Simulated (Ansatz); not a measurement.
GePd5 in space group C2/m (No. 12; Pearson symbol mS24) at seven volumes, DFT-r²SCAN in the program Ansatz with PAW potentials, shape and atoms relaxed at each. One row is withheld.

```csv
V (Å³/atom),P (GPa)
13.597,20.69
14.045,12.41
14.494,5.60
14.942,0.00
15.390,-4.60
15.838,?
16.287,-11.37
```

Fit the shown pressures and predict the withheld one.

Third-order Birch–Murnaghan: P = (3/2)B₀(x^(7/2) − x^(5/2))[1 + (3/4)(B′ − 4)(x − 1)] with x = (V₀/V)^(2/3). Least squares on the six rows gives V₀ = 14.942 Å³/atom, B₀ = 168.3 GPa, B′ = 5.63. At V = 15.838, x = 0.9619 and P = -8.32 GPa. The run itself gave -8.35 GPa.

The first step of the workflow began from a Materials Project structure, measured or hypothetical; the Crystallography Open Database copy checked does not list it. Whether it is the stable phase at ambient conditions was not checked. Symmetry was held in the r²SCAN relaxation; its stability against distortions is not shown here. The run is not spin-polarised.

Potentials: the later of the program's two PAW sets.
